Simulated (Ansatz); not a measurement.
**CaAgCl4, a known structure type with other elements, at an estimated volume**

```
Cl Ag Ca
1.0
     0.00000    4.16041    0.00000
     3.11852   -2.08021    5.58580
    10.29606    2.08021   -5.58580
Cl Ag Ca
8 2 2
Direct
  0.30420 0.12990 0.14670
  0.82100 0.37010 0.35330
  0.69580 0.87010 0.85330
  0.17900 0.62990 0.64670
  0.23390 0.32460 0.91120
  0.32050 0.17540 0.58880
  0.76610 0.67540 0.08880
  0.67950 0.82460 0.41120
  0.74150 0.25000 0.75000
  0.25850 0.75000 0.25000
  0.00000 0.00000 0.00000
  0.50000 0.50000 0.50000
```

Single point in Ansatz 0.2.0 with r2SCAN, no spin polarisation. Cutoff 500 eV, PAW datasets, 5×5×5 Γ-centred k mesh, gaussian filling (width 0.055 eV).

(1) What does the stress say?

(2) What do density and ELF say about some of the short contacts?

(3) What happens at the Fermi level?

(4) Is it stable against the elements?

Origin: a known structure type with other elements, at an estimated volume, so it need not be a known compound. Caveats: many states at the Fermi level without spin polarisation, so a magnetic state may lie lower; the k mesh is coarse if the cell is a metal; atoms or cell far from equilibrium.

## Answers

(1) The pressure is 7.9 GPa (compression positive), so with the atoms held at these fractions the cell would first expand; the forces are large, so a full relaxation may end otherwise. The principal stresses 1.5, 8.5, 13.6 GPa differ, so its shape would change too.

(2) Cl–Ca at 2.31 Å: least valence density 0.49 e/Å³ and ELF 0.17 there. Ag–Cl at 2.75 Å: least valence density 0.24 e/Å³ and ELF 0.11 there. These are pseudo-fields; inside the PAW spheres they differ from the all-electron ones.

(3) It is a metal on this mesh, though the bands barely overlap, with about 13 states/eV a cell as the mean within 0.25 eV of the Fermi level, mostly Cl p (80 %) and Ag d (19 %).

(4) -1.03 eV an atom against the elements' usual phases (free molecules for gases, crystals otherwise, with no correction for O₂ or N₂), so it is bound against them; other compounds may still compete. Relaxing would lower it.
